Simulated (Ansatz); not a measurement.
## Does relaxation matter for the field gradients of GaN with vanadium replacing Ga?

Start: a supercell of GaN (wurtzite type, P6_3mc) built from an entry of the Crystallography Open Database (COD) (the entry's cell lengths or inner coordinates differ somewhat from later room-temperature determinations), with all atoms left at the host's positions.

```yaml
crystal:
  lattice:
    - [6.36000, 0.00000, 0.00000]
    - [-4.77000, 8.26188, 0.00000]
    - [0.00000, 0.00000, 10.33200]
  atoms:
    - { symbol: V, position: [0.16667, 0.22222, 0.00000] }
    - { symbol: Ga, position: [0.16667, 0.22222, 0.50000] }
    - { symbol: Ga, position: [0.16667, 0.55556, 0.00000] }
    - { symbol: Ga, position: [0.16667, 0.55556, 0.50000] }
    - { symbol: Ga, position: [0.16667, 0.88889, 0.00000] }
    - { symbol: Ga, position: [0.16667, 0.88889, 0.50000] }
    - { symbol: Ga, position: [0.66667, 0.22222, 0.00000] }
    - { symbol: Ga, position: [0.66667, 0.22222, 0.50000] }
    - { symbol: Ga, position: [0.66667, 0.55556, 0.00000] }
    - { symbol: Ga, position: [0.66667, 0.55556, 0.50000] }
    - { symbol: Ga, position: [0.66667, 0.88889, 0.00000] }
    - { symbol: Ga, position: [0.66667, 0.88889, 0.50000] }
    - { symbol: Ga, position: [0.33333, 0.11111, 0.25000] }
    - { symbol: Ga, position: [0.33333, 0.11111, 0.75000] }
    - { symbol: Ga, position: [0.33333, 0.44444, 0.25000] }
    - { symbol: Ga, position: [0.33333, 0.44444, 0.75000] }
    - { symbol: Ga, position: [0.33333, 0.77778, 0.25000] }
    - { symbol: Ga, position: [0.33333, 0.77778, 0.75000] }
    - { symbol: Ga, position: [0.83333, 0.11111, 0.25000] }
    - { symbol: Ga, position: [0.83333, 0.11111, 0.75000] }
    - { symbol: Ga, position: [0.83333, 0.44444, 0.25000] }
    - { symbol: Ga, position: [0.83333, 0.44444, 0.75000] }
    - { symbol: Ga, position: [0.83333, 0.77778, 0.25000] }
    - { symbol: Ga, position: [0.83333, 0.77778, 0.75000] }
    - { symbol: N, position: [0.16667, 0.22222, 0.18750] }
    - { symbol: N, position: [0.16667, 0.22222, 0.68750] }
    - { symbol: N, position: [0.16667, 0.55556, 0.18750] }
    - { symbol: N, position: [0.16667, 0.55556, 0.68750] }
    - { symbol: N, position: [0.16667, 0.88889, 0.18750] }
    - { symbol: N, position: [0.16667, 0.88889, 0.68750] }
    - { symbol: N, position: [0.66667, 0.22222, 0.18750] }
    - { symbol: N, position: [0.66667, 0.22222, 0.68750] }
    - { symbol: N, position: [0.66667, 0.55556, 0.18750] }
    - { symbol: N, position: [0.66667, 0.55556, 0.68750] }
    - { symbol: N, position: [0.66667, 0.88889, 0.18750] }
    - { symbol: N, position: [0.66667, 0.88889, 0.68750] }
    - { symbol: N, position: [0.33333, 0.11111, 0.43750] }
    - { symbol: N, position: [0.33333, 0.11111, 0.93750] }
    - { symbol: N, position: [0.33333, 0.44444, 0.43750] }
    - { symbol: N, position: [0.33333, 0.44444, 0.93750] }
    - { symbol: N, position: [0.33333, 0.77778, 0.43750] }
    - { symbol: N, position: [0.33333, 0.77778, 0.93750] }
    - { symbol: N, position: [0.83333, 0.11111, 0.43750] }
    - { symbol: N, position: [0.83333, 0.11111, 0.93750] }
    - { symbol: N, position: [0.83333, 0.44444, 0.43750] }
    - { symbol: N, position: [0.83333, 0.44444, 0.93750] }
    - { symbol: N, position: [0.83333, 0.77778, 0.43750] }
    - { symbol: N, position: [0.83333, 0.77778, 0.93750] }
```

Atom numbers follow the list; atoms alike are taken as one site, whose name carries the number of the first.

Computed with Ansatz: DFT, PBE, plane waves and PAW, scalar-relativistic, collinear spin, 420 eV cutoff, Γ-centred 4×3×2 k-points, Fermi–Dirac smearing 0.01 eV. Start moments as typed (μB): 2 on each V, none on the rest.

The largest force at the start is 0.43 eV/Å. Relaxing the ions at fixed cell moves them by 0.044 Å at most (atom 1, V) and 0.011 Å rms.

| site | atom | moved (Å) | first shell before | first shell after | V_zz before (10²¹ V/m²) | η before |
| --- | --- | --- | --- | --- | --- | --- |
| V | 1 | 0.044 | 4 N at 1.94–1.95 Å | 4 N at 1.95–1.97 Å | 0.86 | 0.27 |
| Ga2 | 2 | 0.002 | 4 N at 1.94–1.95 Å | 4 N at 1.94–1.96 Å | -0.069 | 0.06 |
| Ga6 | 6 | 0.006 | 4 N at 1.94–1.95 Å | 4 N at 1.94–1.95 Å | -0.19 | 0.09 |
| Ga8 | 8 | 0.009 | 4 N at 1.94–1.95 Å | 4 N at 1.94–1.95 Å | -0.17 | 0.18 |
| Ga10 | 10 | 0.006 | 4 N at 1.94–1.95 Å | 4 N at 1.94–1.95 Å | -0.19 | 0.06 |
| Ga12 | 12 | 0.006 | 4 N at 1.94–1.95 Å | 4 N at 1.94–1.95 Å | -0.19 | 0.10 |
| Ga13 | 13 | 0.007 | 4 N at 1.94–1.95 Å | 4 N at 1.94–1.95 Å | 0.68 | 0.74 |
| Ga14 | 14 | 0.015 | 4 N at 1.94–1.95 Å | 4 N at 1.94–1.95 Å | 0.29 | 0.74 |
| Ga20 | 20 | 0.015 | 4 N at 1.94–1.95 Å | 4 N at 1.94–1.95 Å | 0.29 | 0.74 |
| Ga15 | 15 | 0.006 | 4 N at 1.94–1.95 Å | 4 N at 1.94–1.95 Å | 0.74 | 0.62 |
| Ga16 | 16 | 0.015 | 4 N at 1.94–1.95 Å | 4 N at 1.94–1.95 Å | 0.32 | 0.59 |
| Ga17 | 17 | 0.001 | 4 N at 1.94–1.95 Å | 4 N at 1.94–1.95 Å | -0.28 | 0.05 |
| Ga18 | 18 | 0.006 | 4 N at 1.94–1.95 Å | 4 N at 1.94–1.95 Å | -0.20 | 0.01 |
| Ga19 | 19 | 0.007 | 4 N at 1.94–1.95 Å | 4 N at 1.94–1.95 Å | 0.68 | 0.73 |
| N25 | 25 | 0.008 | 1 V at 1.94 Å, 3 Ga at 1.95 Å | 3 Ga at 1.94 Å, 1 V at 1.97 Å | -2.22 | 0.04 |
| N40 | 40 | 0.020 | 3 Ga at 1.94–1.95 Å, 1 V at 1.95 Å | 3 Ga at 1.94–1.95 Å, 1 V at 1.95 Å | -2.19 | 0.01 |

**Question.** What are V_zz and η after the relaxation?

**Answer.** 

```csv
site,atom,V_zz after,η after,change of V_zz
V,1,0.69,0.34,-0.17
Ga2,2,0.86,0.02,+0.93
Ga6,6,0.51,0.10,+0.70
Ga8,8,0.60,0.13,+0.77
Ga10,10,0.51,0.10,+0.70
Ga12,12,0.52,0.14,+0.71
Ga13,13,0.52,0.49,–
Ga14,14,1.08,0.27,+0.79
Ga20,20,1.06,0.28,+0.77
Ga15,15,0.54,0.63,-0.20
Ga16,16,1.15,0.32,+0.83
Ga17,17,0.32,0.10,+0.60
Ga18,18,0.52,0.05,+0.72
Ga19,19,0.53,0.49,–
N25,25,-1.98,0.06,+0.24
N40,40,-2.26,0.05,-0.07
```

The largest change of V_zz along a kept axis is on Ga2, from -0.069 to 0.86. Small gradients that grow severalfold: Ga16 (0.32 to 1.15), Ga14 (0.29 to 1.08), Ga20 (0.29 to 1.06). In per cent, |V_zz| changes by -11 to +3 on N (all sites that start above 2). On V, Ga15, Ga16, Ga14, Ga20, Ga12, Ga6, Ga8 and 4 more sites (not all in the table) V_xx and V_yy change places (or their axes turn by over 50°), so the two values of η hide a larger change. V_zz changes sign on Ga17 (same axis), Ga18 (same axis), Ga10 (same axis), Ga12 (same axis), Ga6 (same axis), Ga8 (same axis), Ga2 (same axis), Ga23 (same axis) and 4 more sites (not all in the table). On Ga19, Ga13, Ga5, Ga11, Ga3, Ga9, N36, N30 and 4 more sites (not all in the table) the largest principal value lies along another axis in the second run, so the two V_zz can't be compared directly. The table leaves out 32 of the 48 sites, with |V_zz| up to 2.30; their tensors move by 0.70 at most along any direction. The statements above cover all sites.

The defect repeats with the cell of 48 atoms, so it feels its images: sites between two images don't show the values beside a lone defect, and zeros or small values of η there can come from the images' arrangement. Ga and N carry a gradient in the pure host already, so the values there aren't the defect's effect alone. The shape of the repeated cell lowers the symmetry of the defect's site from 3m to 1, so η and the spread among like neighbours partly reflect the cell. The defect cell has no gap above 0.1 eV on its mesh, so the values can hang on the smearing and the k-mesh. The cell keeps the host's lattice, and with the defect in it the PBE pressure is 8 GPa.
Before: The neighbours have not yet relaxed around the defect (largest force 0.43 eV/Å), and relaxing can change the values around it severalfold.
